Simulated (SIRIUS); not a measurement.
Worked example: self-consistent single point of a model cell of Rh (Im-3m, 1 atom in the cell; prototype structure) in SIRIUS.

Level of theory: PBEsol, PseudoDojo 0.4 standard norm-conserving PBEsol (tails mended) pseudopotentials (plane waves; SIRIUS).

```yaml
crystal:
  lattice:
    - [-1.50803, 1.50803, 1.50803]
    - [1.50803, -1.50803, 1.50803]
    - [1.50803, 1.50803, -1.50803]
  atoms:
    - { symbol: Rh, position: [0.00000, 0.00000, 0.00000] }
```

Reference input (self-consistent single point, DFT, PBEsol, plane waves, PseudoDojo 0.4 standard norm-conserving PBEsol (tails mended) pseudopotentials): parameters.ngridk = 15 15 15; parameters.xc_functionals = [XC_GGA_X_PBE_SOL, XC_GGA_C_PBE_SOL]; parameters.gk_cutoff = 9.381 1/bohr; parameters.pw_cutoff = 18.762 1/bohr; parameters.shiftk = 1 1 1; parameters.smearing = fermi_dirac; parameters.smearing_width = 0.00367493 Ha; potentials = PseudoDojo 0.4 standard norm-conserving PBEsol (tails mended) pseudopotentials; parameters.electronic_structure_method = pseudopotential; parameters.num_bands = 13; parameters.num_mag_dims = 0; parameters.num_dft_iter = 100. This run's input differs from it in these lines:

```diff
@@ -23,4 +23,4 @@
     "num_dft_iter": 100,
-    "energy_tol": 1e-07,
-    "density_tol": 1e-06
+    "energy_tol": 3.7e-06,
+    "density_tol": 1.0
   },
```

Log, with long lists cut:

```
[find] density tolerance         : 1
[find] total energy tolerance    : 3.7e-06
[find] iter_solver_tol (initial) : 0.01
[find] iter_solver_tol (target)  : 1e-13
[find] num_dft_iter              : 100
Charges and magnetic moments
--------------------------------------------------------------------------------
total charge          : 17.000000
[find] | SCF iteration   0 out of 100|
[diagonalize] iterative solver tolerance (occupied, empty): 0.01 0.01
[diagonalize] average number of iterations: 3.5
[find] Charges and magnetic moments
[find] total charge          : 17.000000
[find] Energy
[find] smearing (-TS)                 :      -0.00265367
   [... lines left out ...]

[find] Charges and magnetic moments
[find] total charge          : 17.000000
[find] Energy
[find] smearing (-TS)                 :      -0.00267383
[find] Total energy                   :    -117.20015636 (Ha),    -234.40031272 (Ry)
[find] Free energy (E-TS)             :    -117.20283019 (Ha),    -234.40566038 (Ry)
[find] band gap (eV)                  :       0.00000000
[find] Efermi                         :       0.82423406
[find] iteration : 3, RMS (target) : 4.1238e-03 (1.0000e+00) , energy difference (target) : 1.5470e-06 (3.7000e-06)
[find] bands are converged : true
[find] iterative solver converged : false
[find] converged after 4 SCF iterations!
[find] Charges and magnetic moments
[find] total charge          : 17.000000
[find] Energy
[find] smearing (-TS)                 :      -0.00267383
[find] Total energy                   :    -117.20015636 (Ha),    -234.40031272 (Ry)
[find] Free energy (E-TS)             :    -117.20283019 (Ha),    -234.40566038 (Ry)
[find] band gap (eV)                  :       0.00000000
[find] Efermi                         :       0.82423406
[ground_state] === stress tensor components [kbar] ===
[ground_state] === stress_total ===
[ground_state]   -48.445145    0.000000   -0.000000
[ground_state]     0.000000  -48.445145   -0.000000
[ground_state]    -0.000000   -0.000000  -48.445145
[ground_state] ==== total Forces in Ha/bohr =====
[ground_state] atom:    0, force:       0.0000000      0.0000000      0.0000000
```

The run converged in 4 iterations. SIRIUS prints the stress tensor with tension positive. Against the reference run the free energy hardly moves (within 1 meV/atom) and the pressure goes from 4.25 to 4.84 GPa.

Lattice and positions were typed or generated, without prior relaxation. This run is one point of a test of settings, so its values need not be converged; read them against the reference run alone.

The gap that the log prints is read on the run's mesh, which can miss the band edges or a crossing.

“Tails mended”: in these copies of the files the far tail of each local potential was reset to the Coulomb form.
